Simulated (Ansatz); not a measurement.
Starting cell, Au (fcc, Cu type):

```xyz
2
Lattice="0.0000 4.1241 4.1241 2.0620 0.0000 2.0620 2.0620 2.0620 0.0000" Properties=species:S:1:pos:R:3 pbc="T T T"
Au     0.0000     0.0000     0.0000
Au     2.0620     4.1241     2.0620
```

A phonon eigenvector at L = (0.5, 0.0, 0.0) is frozen into this cell: atom i moves by Q times the vector below, so Q is the largest atomic displacement, in Å. The cell is held. It is one choice among 2 degenerate patterns. (q is in reciprocal vectors of the primitive cell; the cell shown is doubled to hold the pattern.)

| atom | x | y | z |
|---|---|---|---|
| Au1 | -0.285 | 0.520 | -0.805 |
| Au2 | 0.285 | -0.520 | 0.805 |

These are r2SCAN (plane waves to 500 eV, PAW, scalar-relativistic; Ansatz, a quantum-chemistry and plane-wave program) values and carry that method's errors. k mesh 19×19×19 (Γ-centred), Fermi-Dirac smearing 0.05 eV. Energies are smeared free energies. With partly filled bands, energies and forces of such displacements shift with the k mesh and the smearing. Au was relaxed with its symmetry unable to fall. Spin-orbit coupling is left out, though Au is heavy. The zero of ΔE is the undisplaced structure. The last digit holds for this mesh only.

| Q (Å) | ΔE (meV/cell) |
|---|---|
| -0.180 | 66.3 |
| -0.150 | 46.7 |
| -0.120 | 30.2 |
| -0.090 | 17.2 |
| -0.060 | withheld |
| -0.030 | 1.9 |
| 0.000 | 0.0 |
| 0.030 | 1.9 |
| 0.060 | withheld |
| 0.090 | 17.2 |
| 0.120 | 30.2 |
| 0.150 | 46.7 |
| 0.180 | 66.3 |

Fit an even polynomial form (powers 2, 4) to the given rows and predict ΔE at Q = -0.060.

Least squares on the 11 given rows: ΔE = (2142)·Q² + (-2957)·Q⁴, in meV/cell with Q in Å; root-mean-square residual 0.03 meV/cell. At -0.060 the fit gives 7.7 meV/cell; the calculation gives 7.7 meV/cell, the same to the digits shown. The quadratic term alone would give 7.7 meV/cell.

(A displaced cell: forces are minus the slopes of the energy, force constants its curvatures, and phonons follow from these.)
